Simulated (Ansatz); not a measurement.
## Calculated with Ansatz: PHI₃, relaxation

Launch command:

```bash
ansatz run input.yaml --threads 2 --pin off --max-ram 3584MiB --backend cpu --events-out ev --progress --plain --runs-dir out
```

input.yaml:

```yaml
crystal:
  lattice:
    - [3.475047, 6.018954, 0.0]
    - [-3.475047, 6.018954, 0.0]
    - [0.0, 0.0, 7.662402]
  atoms:
    - { symbol: I, position: [0.356, 0.688, 0.0] }
    - { symbol: I, position: [0.312, 0.044, 0.5] }
    - { symbol: I, position: [0.956, 0.356, 0.0] }
    - { symbol: I, position: [0.644, 0.312, 0.5] }
    - { symbol: I, position: [0.688, 0.956, 0.0] }
    - { symbol: I, position: [0.044, 0.644, 0.5] }
    - { symbol: P, position: [0.66667, 0.66666, 0.096] }
    - { symbol: P, position: [0.33334, 0.33333, 0.596] }
    - { symbol: H, position: [0.66667, 0.66666, 0.239] }
    - { symbol: H, position: [0.33334, 0.33333, 0.739] }
  symmetry: { tolerance: 0.0003 }
kpoints:
  mp_grid: { grid: [5, 5, 4], shift: [0, 0, 0] }
magnetization:
  spin_polarized: false
scf:
  occupations: { method: fermi_dirac }
  lower_state_search: "off"
hamiltonian:
  pseudopotentials: { kind: paw }
  xc: r2scan
basis:
  ecutwfc: 500
  fft_grid_basis: typed
relax:
  max_steps: 60
  cell: { p_target: 5.0 }
output:
  forces: true
  stress: true
  eigenvalues: true
  bader: true
  populations: true
  elf: true
  write_potential: true
  volumetric_format: npy
  dos:
    e_range: [-12, 8]
    de: 0.05
    projected: { site_lists: { H: [H], I: [I], P: [P] } }
checkpoint:
  read: saved_state
```

Origin of the cell: a known structure type with other elements, at an estimated volume, so it need not be a known compound.

The smearing width isn't typed, so it takes its default of 0.1 eV.

The saved state is a converged single point of the same cell.

Steps («new basis» is an SCF on plane waves selected anew at the same cell):

```json
{"step": "1", "ΔH (meV/atom)": "0.0", "max force component (eV/Å)": "15.350", "P (GPa)": "17.08", "volume (Å³)": "320.54", "SCF iterations": "7", "step was": "accepted"}
{"step": "2", "ΔH (meV/atom)": "-653.6", "max force component (eV/Å)": "6.101", "P (GPa)": "6.83", "volume (Å³)": "320.65", "SCF iterations": "9", "step was": "accepted"}
{"step": "3", "ΔH (meV/atom)": "-868.9", "max force component (eV/Å)": "3.310", "P (GPa)": "4.95", "volume (Å³)": "295.07", "SCF iterations": "9", "step was": "accepted"}
{"step": "4", "ΔH (meV/atom)": "-946.8", "max force component (eV/Å)": "1.571", "P (GPa)": "3.68", "volume (Å³)": "277.88", "SCF iterations": "9", "step was": "accepted"}
{"step": "5", "ΔH (meV/atom)": "-951.2", "max force component (eV/Å)": "1.105", "P (GPa)": "6.34", "volume (Å³)": "253.00", "SCF iterations": "8", "step was": "accepted"}
{"step": "6", "ΔH (meV/atom)": "-964.0", "max force component (eV/Å)": "0.676", "P (GPa)": "4.64", "volume (Å³)": "262.71", "SCF iterations": "8", "step was": "accepted"}
{"step": "7", "ΔH (meV/atom)": "-967.2", "max force component (eV/Å)": "0.046", "P (GPa)": "5.08", "volume (Å³)": "261.12", "SCF iterations": "6", "step was": "accepted"}
{"step": "8", "ΔH (meV/atom)": "-967.3", "max force component (eV/Å)": "0.050", "P (GPa)": "5.03", "volume (Å³)": "261.29", "SCF iterations": "5", "step was": "accepted"}
{"step": "9", "ΔH (meV/atom)": "-967.4", "max force component (eV/Å)": "0.017", "P (GPa)": "5.02", "volume (Å³)": "261.19", "SCF iterations": "5", "step was": "accepted"}
{"step": "10", "ΔH (meV/atom)": "-967.4", "max force component (eV/Å)": "0.002", "P (GPa)": "5.00", "volume (Å³)": "261.22", "SCF iterations": "4", "step was": "accepted"}
{"step": "11", "ΔH (meV/atom)": "-966.7", "max force component (eV/Å)": "0.001", "P (GPa)": "4.98", "volume (Å³)": "261.22", "SCF iterations": "6", "step was": "new basis"}
```

Step 1, with forces in eV/Å:

```xyz
10
Lattice="3.475 6.019 0.000 -3.475 6.019 0.000 0.000 0.000 7.662" Properties=species:S:1:pos:R:3:forces:R:3 pbc="T T T" step=1
I    -1.154    6.284    0.000   -2.657   -4.171   -1.042
I     0.931    2.143    3.831    2.284   -4.387   -1.042
I     2.085    7.897    0.000    4.941   -0.216   -1.042
I     1.154    5.754    3.831    2.657    4.171   -1.042
I    -0.931    9.895    0.000   -2.284    4.387   -1.042
I    -2.085    4.141    3.831   -4.941    0.216   -1.042
P     0.000    8.025    0.736    0.000    0.000  -12.223
P     0.000    4.013    4.567    0.000    0.000  -12.223
H     0.000    8.025    1.831    0.000    0.000   15.350
H     0.000    4.013    5.663    0.000    0.000   15.350
```

Step 2, with forces in eV/Å:

```xyz
10
Lattice="3.497 6.057 0.000 -3.497 6.057 0.000 0.000 0.000 7.569" Properties=species:S:1:pos:R:3:forces:R:3 pbc="T T T" step=2
I    -1.262    6.157   -0.019   -0.718   -1.268    0.032
I     1.031    1.985    3.766    0.739   -1.256    0.032
I     2.293    7.942   -0.019    1.458    0.012    0.032
I     1.262    5.957    3.766    0.718    1.268    0.032
I    -1.031   10.129   -0.019   -0.739    1.256    0.032
I    -2.293    4.171    3.766   -1.458   -0.012    0.032
P     0.000    8.076    0.678    0.000    0.000   -6.101
P     0.000    4.038    4.463    0.000    0.000   -6.101
H     0.000    8.076    1.914    0.000    0.000    6.005
H     0.000    4.038    5.698    0.000    0.000    6.005
```

Step 3, with forces in eV/Å:

```xyz
10
Lattice="3.432 5.944 0.000 -3.432 5.944 0.000 0.000 0.000 7.234" Properties=species:S:1:pos:R:3:forces:R:3 pbc="T T T" step=3
I    -1.304    5.873    0.045   -0.118   -0.460    0.169
I     1.124    1.807    3.662    0.339   -0.333    0.169
I     2.428    7.821    0.045    0.458    0.128    0.169
I     1.304    6.014    3.662    0.118    0.460    0.169
I    -1.124   10.080    0.045   -0.339    0.333    0.169
I    -2.428    4.066    3.662   -0.458   -0.128    0.169
P     0.000    7.925    0.489    0.000    0.000   -3.310
P     0.000    3.962    4.106    0.000    0.000   -3.310
H     0.000    7.925    1.798    0.000    0.000    2.802
H     0.000    3.962    5.415    0.000    0.000    2.802
```

Step 4, with forces in eV/Å:

```xyz
10
Lattice="3.400 5.888 0.000 -3.400 5.888 0.000 0.000 0.000 6.941" Properties=species:S:1:pos:R:3:forces:R:3 pbc="T T T" step=4
I    -1.255    5.652    0.122    0.061    0.195    0.108
I     1.277    1.739    3.592   -0.138    0.151    0.108
I     2.532    7.864    0.122   -0.199   -0.044    0.108
I     1.255    6.124    3.592   -0.061   -0.195    0.108
I    -1.277   10.037    0.122    0.138   -0.151    0.108
I    -2.532    3.913    3.592    0.199    0.044    0.108
P     0.000    7.851    0.302    0.000    0.000   -1.571
P     0.000    3.926    3.772    0.000    0.000   -1.571
H     0.000    7.851    1.658    0.000    0.000    1.246
H     0.000    3.926    5.128    0.000    0.000    1.246
```

Step 5, with forces in eV/Å:

```xyz
10
Lattice="3.324 5.757 0.000 -3.324 5.757 0.000 0.000 0.000 6.611" Properties=species:S:1:pos:R:3:forces:R:3 pbc="T T T" step=5
I    -1.327    5.515    0.150    0.391    0.090    0.025
I     1.208    1.608    3.456    0.117    0.384    0.025
I     2.535    7.607    0.150   -0.274    0.293    0.025
I     1.327    5.999    3.456   -0.391   -0.090    0.025
I    -1.208    9.906    0.150   -0.117   -0.384    0.025
I    -2.535    3.907    3.456    0.274   -0.293    0.025
P     0.000    7.676    0.200    0.000    0.000   -1.104
P     0.000    3.838    3.506    0.000    0.000   -1.104
H     0.000    7.676    1.564    0.000    0.000    1.030
H     0.000    3.838    4.869    0.000    0.000    1.030
```

Step 6, with forces in eV/Å:

```xyz
10
Lattice="3.379 5.853 0.000 -3.379 5.853 0.000 0.000 0.000 6.641" Properties=species:S:1:pos:R:3:forces:R:3 pbc="T T T" step=6
I    -1.259    5.599    0.152    0.089    0.181    0.014
I     1.280    1.710    3.472   -0.112    0.168    0.014
I     2.538    7.816    0.152   -0.201   -0.013    0.014
I     1.259    6.106    3.472   -0.089   -0.181    0.014
I    -1.280    9.996    0.152    0.112   -0.168    0.014
I    -2.538    3.890    3.472    0.201    0.013    0.014
P     0.000    7.804    0.196    0.000    0.000   -0.676
P     0.000    3.902    3.516    0.000    0.000   -0.676
H     0.000    7.804    1.574    0.000    0.000    0.633
H     0.000    3.902    4.895    0.000    0.000    0.633
```

Step 7, with forces in eV/Å:

```xyz
10
Lattice="3.361 5.821 0.000 -3.361 5.821 0.000 0.000 0.000 6.673" Properties=species:S:1:pos:R:3:forces:R:3 pbc="T T T" step=7
I    -1.248    5.581    0.152   -0.014   -0.010   -0.012
I     1.264    1.709    3.489    0.001   -0.017   -0.012
I     2.513    7.771    0.152    0.015   -0.007   -0.012
I     1.248    6.061    3.489    0.014    0.010   -0.012
I    -1.264    9.933    0.152   -0.001    0.017   -0.012
I    -2.513    3.872    3.489   -0.015    0.007   -0.012
P     0.000    7.762    0.187    0.000    0.000   -0.011
P     0.000    3.881    3.524    0.000    0.000   -0.011
H     0.000    7.762    1.591    0.000    0.000    0.046
H     0.000    3.881    4.928    0.000    0.000    0.046
```

Step 8, with forces in eV/Å:

```xyz
10
Lattice="3.368 5.833 0.000 -3.368 5.833 0.000 0.000 0.000 6.650" Properties=species:S:1:pos:R:3:forces:R:3 pbc="T T T" step=8
I    -1.251    5.598    0.150   -0.005   -0.011   -0.009
I     1.262    1.715    3.475    0.007   -0.010   -0.009
I     2.513    7.784    0.150    0.013    0.001   -0.009
I     1.251    6.068    3.475    0.005    0.011   -0.009
I    -1.262    9.951    0.150   -0.007    0.010   -0.009
I    -2.513    3.883    3.475   -0.013   -0.001   -0.009
P     0.000    7.778    0.187    0.000    0.000   -0.023
P     0.000    3.889    3.512    0.000    0.000   -0.023
H     0.000    7.778    1.591    0.000    0.000    0.050
H     0.000    3.889    4.916    0.000    0.000    0.050
```

Step 9, with forces in eV/Å:

```xyz
10
Lattice="3.368 5.833 0.000 -3.368 5.833 0.000 0.000 0.000 6.647" Properties=species:S:1:pos:R:3:forces:R:3 pbc="T T T" step=9
I    -1.252    5.598    0.147   -0.003   -0.003    0.000
I     1.262    1.715    3.470    0.001   -0.004    0.000
I     2.513    7.784    0.147    0.004   -0.001    0.000
I     1.252    6.068    3.470    0.003    0.003    0.000
I    -1.262    9.952    0.147   -0.001    0.004    0.000
I    -2.513    3.883    3.470   -0.004    0.001    0.000
P     0.000    7.778    0.191    0.000    0.000   -0.016
P     0.000    3.889    3.514    0.000    0.000   -0.016
H     0.000    7.778    1.596    0.000    0.000    0.017
H     0.000    3.889    4.919    0.000    0.000    0.017
```

Step 11, with forces in eV/Å:

```xyz
10
Lattice="3.368 5.834 0.000 -3.368 5.834 0.000 0.000 0.000 6.647" Properties=species:S:1:pos:R:3:forces:R:3 pbc="T T T" step=11
I    -1.252    5.599    0.147    0.001    0.001    0.000
I     1.262    1.715    3.470    0.000    0.001    0.000
I     2.514    7.784    0.147   -0.001    0.000    0.000
I     1.252    6.069    3.470   -0.001   -0.001    0.000
I    -1.262    9.953    0.147    0.000   -0.001    0.000
I    -2.514    3.884    3.470    0.001    0.000    0.000
P     0.000    7.779    0.191    0.000    0.000    0.000
P     0.000    3.889    3.514    0.000    0.000    0.000
H     0.000    7.779    1.597    0.000    0.000    0.000
H     0.000    3.889    4.920    0.000    0.000    0.000
```

* Enthalpy lowered by: 966.7 meV/atom
* Volume change: -18.50 %
* Final pressure: 4.98 GPa
* Relaxation steps listed: 11

Caveats: no spin-orbit coupling, though heavy elements are present; the given cell is far from equilibrium, with atoms too close or a volume far off; the relaxation held the start's symmetry, so the end may be a saddle point.

The run took 7.6 min on 2 threads of Arm Neoverse V2, with other jobs on the host, peak memory 1.5 GiB, from a saved density.
